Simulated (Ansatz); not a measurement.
One crystal and one scan (frozen-phonon scan) at two levels, PBE (plane waves to 420 eV, PAW, scalar-relativistic; Ansatz, an electronic-structure program) and LDA (plane waves to 420 eV, PAW, scalar-relativistic; Ansatz), each from its own relaxed cell and on its own mesh. The cell shown is that of PBE.

Relaxed Al$_{2}$Au (fluorite type, space group Fm-3m):

```
CELL_PARAMETERS angstrom
      0.00000     6.05991     6.05991
      3.02996     0.00000     3.02996
      3.02996     3.02996     0.00000
ATOMIC_POSITIONS crystal
  Al 0.12500 0.25000 0.25000
  Al 0.62500 0.25000 0.25000
  Al 0.37500 0.75000 0.75000
  Al 0.87500 0.75000 0.75000
  Au 0.00000 0.00000 0.00000
  Au 0.50000 0.00000 0.00000
```

A phonon eigenvector at L = (0.5, 0.0, 0.0) is frozen into this cell: atom i moves by Q times the vector below, so Q is the largest atomic displacement, in Å. The cell is held. It is one choice among 2 degenerate patterns. (q is in reciprocal vectors of the primitive cell; the cell shown is doubled to hold the pattern.)

| atom | x | y | z |
|---|---|---|---|
| Al1 | -0.204 | 0.371 | -0.575 |
| Al2 | 0.204 | -0.371 | 0.575 |
| Al3 | 0.204 | -0.371 | 0.575 |
| Al4 | -0.204 | 0.371 | -0.575 |
| Au5 | -0.285 | 0.520 | -0.805 |
| Au6 | 0.285 | -0.520 | 0.805 |

Al2Au was relaxed with its symmetry unable to fall. Spin-orbit coupling is left out, though Au is heavy. With partly filled bands, energies and forces of such displacements shift with the k mesh and the smearing. Percentages come from the unrounded values. Both scans cover Q from -0.180 to 0.180 Å.

Results of PBE:

* **Lattice constant a (Å)**: 6.060
* **Energy at Q = 0.180 Å (meV/cell)**: 85
* **Harmonic wavenumber from the curvature (finite differences) (cm⁻¹ (negative: imaginary))**: 57
* **Space group of the distorted cell**: P-1 (No. 2), lowered from Fm-3m
* **Symmetry of the curve**: even: the same for both signs
* **Shape of the curve**: a single well with its minimum at or next to zero displacement

Q: Estimate the LDA values.

A: 
```json
[
 {"quantity": "Lattice constant a (Å)", "LDA": "5.957", "PBE − LDA": "+0.103 (+1.7 %)"},
 {"quantity": "Energy at Q = 0.180 Å (meV/cell)", "LDA": "103", "PBE − LDA": "-18 (-17 %)"},
 {"quantity": "Harmonic wavenumber from the curvature (finite differences) (cm⁻¹ (negative: imaginary))", "LDA": "63", "PBE − LDA": "-6 (-9 %)"}
]
```

PBE gives the higher value for: lattice constant a. PBE gives the lower value for: energy at Q = 0.180 Å; harmonic wavenumber from the curvature. Both give the same space group of the distorted cell: P-1 (No. 2), lowered from Fm-3m.

(A displaced cell: forces are minus the slopes of the energy, force constants its curvatures, and phonons follow from these.)
